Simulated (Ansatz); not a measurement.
YZnGe:
```yaml
crystal:
  lattice:
    - [4.18816, 0.00000, 0.00000]
    - [-2.09408, 3.62705, 0.00000]
    - [0.00000, 0.00000, 15.90116]
  atoms:
    - { symbol: Y, position: [0.00000, 0.00000, 0.75000] }
    - { symbol: Y, position: [0.00000, 0.00000, 0.25000] }
    - { symbol: Y, position: [0.00000, 0.00000, 0.50000] }
    - { symbol: Y, position: [0.00000, 0.00000, 0.00000] }
    - { symbol: Zn, position: [0.66667, 0.33333, 0.85362] }
    - { symbol: Zn, position: [0.33333, 0.66667, 0.14638] }
    - { symbol: Zn, position: [0.33333, 0.66667, 0.35362] }
    - { symbol: Zn, position: [0.66667, 0.33333, 0.64638] }
    - { symbol: Ge, position: [0.66667, 0.33333, 0.11454] }
    - { symbol: Ge, position: [0.33333, 0.66667, 0.88546] }
    - { symbol: Ge, position: [0.33333, 0.66667, 0.61454] }
    - { symbol: Ge, position: [0.66667, 0.33333, 0.38546] }
```

Relaxed with r²SCAN. Special points in fractions of this cell's reciprocal vectors: Γ (0.000, 0.000, 0.000); M (0.500, 0.000, 0.000); K (0.333, 0.333, 0.000); A (0.000, 0.000, 0.500); L (0.500, 0.000, 0.500); H (0.333, 0.333, 0.500).

Problem. List the band energies nearest the Fermi level at these points for r²SCAN (plane waves, PAW; program Ansatz).

Solution. In eV from the Fermi level; about four levels below and three above (degenerate sets whole), none deeper than 8.9 eV; points with the same levels are listed once.

```tsv
k	below	above
Γ	-0.89 -0.89 -0.76 -0.57	0.25 0.25 0.73 0.73
M	-1.84 -1.76 -1.06 -0.50	0.10 1.23 1.41
K	-1.65 -1.65 -1.21 -1.21	0.69 0.69 2.16
A	-0.34 -0.34 -0.34 -0.34	0.44 0.44 0.92 0.92 0.92 0.92
L	-1.40 -1.40 -0.24 -0.24	1.69 1.69 2.31 2.31
H	-1.82 -1.82 -1.05 -1.05	0.56 0.56 2.31 2.31
```

Space group P6_3/mmc. The workflow started from a Materials Project entry (that database holds measured and hypothetical structures alike); the Crystallography Open Database copy checked does not list it. Whether it is the stable phase at ambient conditions was not checked. Symmetry was held in the r²SCAN relaxation; its stability against distortions is not shown here. The run is not spin-polarised. Spin–orbit coupling is left out wherever it is not named.

Potentials: the earlier of the program's two PAW sets.
